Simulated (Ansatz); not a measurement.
What a change of settings does: HfAu

First run: DFT, r2SCAN, PAW with Ansatz's default frozen-core files, scalar-relativistic (Ansatz 0.2.0).

Command: `ansatz run input.yaml --threads 1 --pin off --max-ram 3072MiB --backend cpu --events-out ev --progress --plain --runs-dir out` It took 29 s on 1 thread of Intel(R) Xeon(R) Platinum 8488C (Sapphire Rapids), with other jobs on the host, peak memory 0.73 GiB.

```yaml
crystal:
  lattice:
    - [3.489724363, 0.0, 0.0]
    - [0.0, 3.489724363, 0.0]
    - [0.0, 0.0, 6.3372285021]
  atoms:
    - { symbol: Hf, position: [0.0, 0.5, 0.8512693843] }
    - { symbol: Hf, position: [0.5, 0.0, 0.1487306157] }
    - { symbol: Au, position: [0.0, 0.5, 0.372002719] }
    - { symbol: Au, position: [0.5, 0.0, 0.627997281] }
kpoints:
  mp_grid: { grid: [10, 10, 6] }
scf:
  occupations: { method: fermi_dirac, width: 0.05 }
hamiltonian:
  xc: r2scan
  pseudopotentials: { kind: paw }
output:
  forces: true
  stress: true
  eigenvalues: true
  populations: true
```

The cell comes from a relaxation on PAW files under the same functional, begun from a database entry that needn't be the ground state.

It converges in 8 SCF iterations at a pressure of -0.03 GPa, largest force 0.005 eV/Å, cutoff 500 eV.

The input is then changed:

```diff
   occupations: { method: fermi_dirac, width: 0.05 }
+  n_extra_bands: 8
 hamiltonian:
   populations: true
+  write_density: true
+  write_potential: true
+  elf: true
+  volumetric_format: npy
```

Predict the outcome of the changed run.

It converges in 8 SCF iterations at a pressure of -0.03 GPa, largest force 0.005 eV/Å, cutoff 500 eV, free energy 0.0 meV/atom against the first run's.
